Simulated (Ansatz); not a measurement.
Te (simple cubic, Pm-3m) under volume change, r²SCAN in the plane-wave PAW code Ansatz, scaled uniformly.

| V (Å³/atom) | E − E(relaxed) (meV/atom) | P (GPa) |
|---|---|---|
| 29.511 | 53.5 | 6.40 |
| 30.484 | 22.4 | 3.91 |
| 31.457 | 5.3 | 1.80 |
| 32.430 | 0.0 | 0.00 |
| 33.403 | 4.7 | -1.51 |
| 34.376 | 17.9 | -2.77 |
| 35.349 | 37.9 | -3.81 |

Question: What does a third-order Birch–Murnaghan fit give for V₀, B₀ and B′?

Answer: V₀ = 32.43 Å³/atom, B₀ = 54.4 GPa, B′ = 4.7.

The start of the workflow was typed in or built on a structure type; neither database checked (COD, Materials Project) lists it. It is not the phase usual at ambient conditions (space group No. 152). Symmetry was held in the r²SCAN relaxation; its stability against distortions is not shown here. Spin–orbit coupling is left out wherever it is not named.

Potentials: the earlier of the program's two PAW sets.
